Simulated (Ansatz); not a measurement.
Relaxed-ion elastic tensor of SnAu (NiAs type, space group No. 194) in GPa (Voigt order), PBEsol (plane waves, PAW; program Ansatz); density 11.60 g/cm³, 22.59 Å³ per atom.

```
 111  82.3  64.2   0.0   0.0   0.0
82.3   111  64.2   0.0   0.0   0.0
64.2  64.2   168   0.0   0.0   0.0
 0.0   0.0   0.0  29.0   0.0   0.0
 0.0   0.0   0.0   0.0  29.0   0.0
 0.0   0.0   0.0   0.0   0.0  14.1
```

Task: Is the crystal mechanically stable?

Result: Yes: the smallest eigenvalue of C is 14.1 GPa.

Task: Work out the Voigt, Reuss and Hill averages.

Result: K_V = 90.1, K_R = 88.8, K_H = 89.5; G_V = 26.3, G_R = 21.5, G_H = 23.9 GPa.

Task: Give Young's modulus, Poisson's ratio, Pugh's ratio and the universal anisotropy index.

Result: E = 9KG/(3K + G) = 65.8 GPa; ν = 0.38; K/G = 3.74 (ductile by the Pugh limit of 1.75); A_U = 5G_V/G_R + K_V/K_R − 6 = 1.15.

Task: Estimate the sound speeds and the Debye temperature.

Result: v_l = √((K + 4G/3)/ρ) = 3230 m/s, v_t = √(G/ρ) = 1440 m/s, mean 1620 m/s; Θ = (h/k)(3n/4πV)^(1/3) v_m = 171 K.

Task: Solve the Christoffel equation for the three sound speeds along x, y, z.

Result: Eigenvalues of C_ijkl n_j n_l equal ρv². In km/s, slowest first: x 1.10, 1.58, 3.09; y 1.10, 1.58, 3.09; z 1.58, 1.58, 3.81.

Task: How much does each axis shrink under pressure?

Result: Linear compressibilities β_i = Σ_j S_ij (j = 1 to 3): x 4.3, y 4.3, z 2.7 per TPa.

Space group P6_3/mmc (NiAs type). The workflow started from a Materials Project entry (that database holds measured and hypothetical structures alike); the Crystallography Open Database files this formula in space group No. 194, but the cells were not matched. Whether it is the stable phase at ambient conditions was not checked. Symmetry was held in the PBEsol relaxation; of distortions, only those at the zone centre were tested. As this level gives no gap, shear constants depend on the k-mesh and smearing (Fermi–Dirac, 0.1 eV here). Spin–orbit coupling is left out wherever it is not named.

Potentials: the later of the program's two PAW sets.
